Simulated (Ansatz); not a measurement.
## CsCl-type GdO

The computed numbers are results of r²SCAN, scalar-relativistic (collinear spin) in the plane-wave PAW code Ansatz at 500 eV, Γ-centred 12×12×12 mesh, 0.05 eV Gaussian smearing; PAW files: Ansatz's generated set soft_2.

```
Gd O
1.0
     2.99448    0.00000    0.00000
     0.00000    2.99448    0.00000
     0.00000    0.00000    2.99448
Gd O
1 1
Direct
  0.00000 0.00000 0.00000
  0.50000 0.50000 0.50000
```

The start was a prototype's sites filled with these elements. The Crystallography Open Database lists the compound in space group F-43m, so this is a trial structure.

The geometry is fixed. Moments are started on Gd in several ways. q is the propagation vector of an order in a doubled cell, in units of this cell's reciprocal vectors; doubled cells take an equivalent mesh or are counted from a ferromagnetic run in the same cell, unless said otherwise. Energies count from the first row, the state in which the cell was relaxed.

The starts:
- ferromagnetic
- no spin polarisation
- antiparallel, q = (0, 0, 1/2)
- antiparallel, q = (0, 1/2, 1/2)
- antiparallel, q = (1/2, 1/2, 1/2)

(1) Which start ends lowest?

Answer:

(1) Lowest: ferromagnetic.

```csv
start,largest typed moment (μB),ΔE (meV/atom),gap on the mesh (eV),P (GPa),final spin moments (μB)
ferromagnetic,7.85*,0.0,metal,-0.1,Gd 7.14
no spin polarisation,0.00,3791.3,metal,1.6,none
"antiparallel, q = (0, 0, 1/2)",7.00,22.0,metal,0.7,"Gd 7.16, -7.16"
"antiparallel, q = (0, 1/2, 1/2)",7.00,44.8,metal,-0.4,"Gd 7.06, -7.06"
"antiparallel, q = (1/2, 1/2, 1/2)",7.00,63.0,metal,-1.2,"Gd 6.97, -6.97"
```

A star marks runs that didn't start from the typed moments alone: the program put its own moment for the open shell in their place.

The program noted a lower state or an instability beside: antiparallel, q = (0, 0, 1/2); antiparallel, q = (0, 1/2, 1/2); antiparallel, q = (1/2, 1/2, 1/2). The lower rows of the table may be what it saw.

The row without spin polarisation prices the pairing of the open shell's electrons, not a magnetic ordering energy.

Only orders that fit these small cells were tried, so the real crystal's order may be another.

Without a U the 4f levels of Gd lie too near the Fermi level, so their share of the states there, and what hangs on it, is overstated. Scalar-relativistic only: spin–orbit splittings of the heavy atoms' levels are missing. The run wasn't fully tested for a lower electronic state. Site moments are of spin, integrated over atomic spheres.
